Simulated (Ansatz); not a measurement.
With DFT-PBE in the program Ansatz with PAW potentials, MoPt in the CsCl type structure (Pm-3m) relaxes to a = 3.176 Å. Its formation energy from the elements is 0.23 eV/atom, with no fitted shifts.

Electronic character: metallic (no gap). Gap from PBE with spin–orbit coupling: none (metallic).

An equation-of-state fit gives a bulk modulus of 245 GPa.

The start of the workflow was typed in or built on a structure type; neither database checked (COD, Materials Project) lists it. Whether it is the stable phase at ambient conditions was not checked. The PBE relaxation kept the symmetry of its start; its stability against distortions is not shown here. No spin polarisation was allowed. Its formation energy is positive at this level, so the cell may be metastable or incomplete. The references are the lowest solids computed at this level, not always the standard phases. Scalar-relativistic: spin–orbit coupling is off unless named, which matters more the heavier the elements.

Potentials: the later of the program's two PAW sets.
